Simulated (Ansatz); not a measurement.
KBr (rocksalt), relaxed with r2SCAN, was run in the PAW code Ansatz under altered settings. All numbers are computed, without spin polarisation but where a row says otherwise.

```xyz
2
Lattice="0.0000 3.3022 3.3022 3.3022 0.0000 3.3022 3.3022 3.3022 0.0000" Properties=species:S:1:pos:R:3 pbc="T T T"
K     0.0000    0.0000    0.0000
Br    3.3022    3.3022    3.3022
```

The base run's other keys:
```yaml
kpoints:
  mp_grid: { grid: [4, 4, 4] }
hamiltonian:
  xc: pbe
scf:
  occupations: { method: fixed }
  n_extra_bands: 4
```

It takes 6 iterations with 1411 plane waves at 420 eV and 8 k points, and leaves a mean stress of +0.69 GPa. The gap over this mesh is 4.430 eV.

Outcomes, with energy and stress as changes against the base:

| setting | outcome | ΔF (meV/atom) | Δ mean stress (GPa) | gap on the mesh (eV) | iterations |
| --- | --- | --- | --- | --- | --- |
| basis.ecutwfc: 0 | refused | – | – | – | – |
| scf.eigensolver.kind: dense | converged | 0.0 | 0.00 | 4.430 | 6 |
| scf.occupations: fermi_dirac 0.5 | converged | -2.8 | +0.04 | 4.432 | 6 |
| kpoints.mp_grid.grid: [1, 1, 8] | converged, warned | +547 | +3.47 | 4.171 | 6 |
| magnetization.initial_magnetization: 0.5 | refused | – | – | – | – |
| scf.occupations: gaussian 0.001 | converged | 0.0 | 0.00 | 4.430 | 6 |
| accuracy: high | converged | 0.0 | 0.00 | 4.430 | 10 |
| scf.occupations: gaussian 0.2 | converged | 0.0 | 0.00 | 4.430 | 6 |
| basis.xc_grid: 1 | converged | 0.0 | 0.00 | 4.430 | 6 |
| scf.occupations: methfessel_paxton 0.5 | converged | 0.0 | 0.00 | 4.430 | 6 |
| hamiltonian.xc: lda | converged | – | -2.35 | 4.025 | 6 |
| hamiltonian.xc: mr2scan (cutoff then 500 eV) | converged | – | -0.65 | 5.071 | 6 |

A dash marks a value that wasn't obtained or can't be compared. Stress is positive in compression. Its mean hides that meshes of lower symmetry stress the axes unequally.

- basis.ecutwfc: 0. The program doesn't start. Error: invalid value for `basis.ecutwfc`: must be finite and > 0; got 0 eV
- scf.occupations: fermi_dirac 0.5. The free energy moves by -2.8 meV an atom, the mean stress by +0.04 GPa and the gap on the mesh by +0.002 eV (to 4.432). The term −TS is -19.3 meV an atom. The width begins to be felt.
- kpoints.mp_grid.grid: [1, 1, 8]. The free energy moves by +547 meV an atom, the mean stress by +3.47 GPa and the gap on the mesh by -0.258 eV (to 4.171). The mesh breaks the crystal's symmetry, so the stress, and any force that symmetry no longer fixes, lose it too. The mesh is too coarse. Warned: symmetry narrowed by mesh.
- magnetization.initial_magnetization: 0.5. The program doesn't start. Error: inconsistent input (scf.occupations.method, magnetization): a σ = 0 step fill (method: fixed, or a smearing width below the step floor) with no hard lock on the total moment puts the same N_el/2 bands in each spin channel, which gives a total moment of zero, but the starting moments sum to +0.5000 μB […]
- hamiltonian.xc: lda. The mean stress moves by -2.35 GPa and the gap on the mesh by -0.405 eV (to 4.025). It's another functional on the same cell, so totals aren't comparable.
- hamiltonian.xc: mr2scan. The cutoff follows the functional, from 420 to 500 eV. The mean stress moves by -0.65 GPa and the gap on the mesh by +0.641 eV (to 5.071). It's another functional on the same cell, so totals aren't comparable.

Within 1 meV an atom, 0.1 GPa and 0.005 eV of the base stay: scf.eigensolver.kind: dense; scf.occupations: gaussian 0.001; accuracy: high; scf.occupations: gaussian 0.2; basis.xc_grid: 1; scf.occupations: methfessel_paxton 0.5.

Spin-orbit coupling is left out.
